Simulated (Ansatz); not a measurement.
Sn (diamond, Fd-3m) under volume change, r²SCAN+D4 in the plane-wave PAW code Ansatz, scaled uniformly.

| V (Å³/atom) | E − E(relaxed) (meV/atom) | P (GPa) |
|---|---|---|
| 31.869 | 47.1 | 5.23 |
| 32.920 | 19.7 | 3.18 |
| 33.971 | 4.6 | 1.45 |
| 35.021 | 0.0 | 0.00 |
| 36.072 | 4.1 | -1.21 |
| 37.123 | 15.5 | -2.22 |
| 38.173 | 32.9 | -3.06 |

### Question
What does a third-order Birch–Murnaghan fit give for V₀, B₀ and B′?

### Answer
V₀ = 35.02 Å³/atom, B₀ = 44.0 GPa, B′ = 4.9.

This is a known low-temperature phase of the composition, computed here at zero pressure and temperature. The r²SCAN+D4 relaxation kept the symmetry of its start; its stability against distortions is not shown here. The pairwise dispersion correction was not fitted to metals. Scalar-relativistic: spin–orbit coupling is off unless named, which matters more the heavier the elements.

Potentials: the later of the program's two PAW sets.
